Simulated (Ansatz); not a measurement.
Cs2WO2F4:
```cif
data_Cs2F4O2W
_chemical_formula_sum 'Cs2 W1 O2 F4'
_space_group_name_H-M_alt 'P 1'
_space_group_IT_number 1
_cell_length_a 6.35344
_cell_length_b 6.35344
_cell_length_c 5.00230
_cell_angle_alpha 88.499
_cell_angle_beta 91.501
_cell_angle_gamma 121.474
loop_
_space_group_symop_operation_xyz
  'x, y, z'
loop_
_atom_site_label
_atom_site_type_symbol
_atom_site_fract_x
_atom_site_fract_y
_atom_site_fract_z
_atom_site_occupancy
Cs1 Cs 0.67647 0.32353 0.30371 1
Cs2 Cs 0.32353 0.67647 0.69629 1
W1 W 0.00000 0.00000 0.00000 1
O1 O 0.85833 0.14167 0.81010 1
O2 O 0.14167 0.85833 0.18990 1
F1 F 0.83991 0.71435 0.77500 1
F2 F 0.16009 0.28565 0.22500 1
F3 F 0.71435 0.83991 0.22500 1
F4 F 0.28565 0.16009 0.77500 1
```

This is the r²SCAN-relaxed structure.

Q: All from plane-wave PAW r²SCAN (Ansatz code), unless another level is named. Give the hole effective mass with spin–orbit coupling.

A: 5.2, 11, 14 mₑ (principal values).

Q: Predict the smallest direct gap on the standard path.

A: 2.87 eV.

Q: What about the hole effective mass?

A: 5.8, 9.3, 15 mₑ (principal values).

Q: Predict the gap with spin–orbit coupling.

A: 2.82 eV.

Space group C2/m. The first step of the workflow began from a Materials Project structure, measured or hypothetical; the Crystallography Open Database copy checked does not list it. Whether it is the stable phase at ambient conditions was not checked. The cell was relaxed with r²SCAN under the symmetry of its start; its stability against distortions is not shown here. No spin polarisation was allowed. No Hubbard U is applied. Spin–orbit coupling is left out wherever it is not named.

Potentials: the later of the program's two PAW sets.
